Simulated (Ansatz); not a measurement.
## Coordination and ¹⁷O quadrupole coupling in TiO2 at a changed volume

Cell: a structure deposited in the COD, relaxed with PBE at fixed cell and then changed (volume scaled by 0.94, ions relaxed).

```cif
data_TiO2
_symmetry_space_group_name_H-M 'Pbca'
_symmetry_Int_Tables_number 61
_cell_length_a 5.0400
_cell_length_b 8.9975
_cell_length_c 5.3358
_cell_angle_alpha 90.000
_cell_angle_beta 90.000
_cell_angle_gamma 90.000
loop_
_atom_site_label
_atom_site_type_symbol
_atom_site_symmetry_multiplicity
_atom_site_Wyckoff_symbol
_atom_site_fract_x
_atom_site_fract_y
_atom_site_fract_z
Ti Ti 8 c 0.1363 0.1295 0.9017
O9 O 8 c 0.4593 0.2338 0.8849
O17 O 8 c 0.8099 0.0079 0.8487
```

One atom of each set is listed.

All values are calculated (Ansatz; DFT, PBE, plane waves and PAW, scalar-relativistic, 420 eV cutoff, Γ-centred 5×3×5 k-points, Fermi–Dirac smearing 0.02 eV), not measured.

Q(¹⁷O) = -25.58 mb.

**Question.** Order the O environments from the weakest to the strongest quadrupole coupling.
A. O17: 3 Ti at 1.84–2.00 Å
B. O9: 3 Ti at 1.88–2.00 Å; also 1 Ti at 3.29 Å

**Answer.** A (1.13 MHz, η = 0.98), B (1.34 MHz, η = 0.86).

Like point charges on the first shell alone (each adding as 1/d³) would put O17 above O9: the covalent part of each bond and the atoms beyond the first shell count as well.

At this changed cell the PBE pressure is 20 GPa.
